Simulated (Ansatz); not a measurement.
Candidates compared on computed values. The current through a thin insulator falls as exp(−2kd), with k the slowest decay constant of states in the gap.

MgO serves as the reference. The Fermi level is put at mid-gap. Of the planes computed for each crystal, the one with the slowest decay is listed. Wanted: the thickness for 6 decades of attenuation, and how many decades a 2.0 nm film gains over the reference.

Where the numbers come from (Ansatz, a plane-wave PAW program): plane, in the cell as filed, gap, decay constant k, slowest state: r²SCAN, complex band structure, on cells taken as filed or relaxed beforehand.

Not checked to be the ambient phase: AlBO3 (R-3c, hR10); BaMgF4 (Cmc2₁, oS24); SrMgF4 (Cmc2₁, oS24). Cells under pressure at the level used (negative: too large): AlBO3 (R-3c, hR10) −7 GPa, SrMgF4 (Cmc2₁, oS24) −3 GPa. Spin–orbit coupling is left out unless named; no shift is given for BaMgF4 (Cmc2₁, oS24), SrMgF4 (Cmc2₁, oS24).

Working rules: decades per nm = 2k × 10 Å/ln 10 = 8.686 k; thickness = 6/(decades per nm); extra decades of a 2.0 nm film = 2.0 × (row − reference).

```
crystal                     plane, in the cell as filed  gap on the mesh (eV)  k at mid-gap (1/Å)  planes computed  slowest state  decades per nm  thickness (nm)  decades beyond the reference
--------------------------  ---------------------------  --------------------  ------------------  ---------------  -------------  --------------  --------------  ----------------------------
AlBO3 (R-3c, hR10)                                (100)                  6.74               0.446                1           at Γ           3.874            1.55                           1.5
BaMgF4 (Cmc2₁, oS24)                              (110)                  8.00               0.543                1           at Γ           8.017            0.75                           9.7
MgO (rock salt), reference                        (111)                  5.76               0.362                3           at Γ           3.144            1.91                           0.0
SrMgF4 (Cmc2₁, oS24)                              (010)                  7.52               0.536                2           at Γ           4.656            1.29                           3.0
```

Question: In one row the value of «decades per nm» was worked out wrongly and carried along the row. Which row, and what follows once it is corrected?

Answer: The row of BaMgF4 (Cmc2₁, oS24) shows 8.017. From its own inputs, decades per nm: 8.686 × 0.543 = 4.716. Carried on: thickness: 6/4.716 = 1.27 nm; decades beyond the reference: 2.0 × (4.716 − 3.144) = 3.1. The other rows agree with the rules.

With the correction: Ranking by decades per nm, highest first: BaMgF4 (Cmc2₁, oS24) (4.716 ± 0.28) ≈ SrMgF4 (Cmc2₁, oS24) (4.656 ± 0.28), AlBO3 (R-3c, hR10) (3.874 ± 0.23), MgO (3.144 ± 0.19). The ± follows from allowances picked for this note (decay constant k 6 %), carried to first order and added in quadrature; ≈ joins neighbours closer than their two ± added in quadrature. 3 of the 3 others clearly beat the reference on this figure.

The gaps are the functional's own, as a rule smaller than measured ones, and k shrinks with them; planes not computed could decay more slowly; interface matching and symmetry filtering by the electrodes are not included. Where several phases of a formula are at hand, those over 0.1 eV/atom above the lowest were not drawn (by r²SCAN where it compared them, else by the largest value; a layered or molecular lowest phase counts only with a dispersion term); other phases could lie lower still. Crystals of Pb, Bi, Tl or Hg, those whose gap spin–orbit coupling moves by over 0.3 eV, and those of Te, I or Sb with no such test at hand were not drawn. The rows are a sample and no shortlist: familiar crystals first, some related and some not, whatever their agreement with measurement; tables with many equal figures were not kept. Limits of the draw: gap over 1 eV, no layered crystals, primitive or conventional cells alone; no unfamiliar magnets, and cubic perovskites only if shown or known to be stable. As a rule kept out of such tables: 4f compounds, open-shell compounds run without a Hubbard term, cells found unstable in the tests at hand, cells close to a higher symmetry, and runs set to a pressure or over 12 % in volume from the crystal's fullest run.
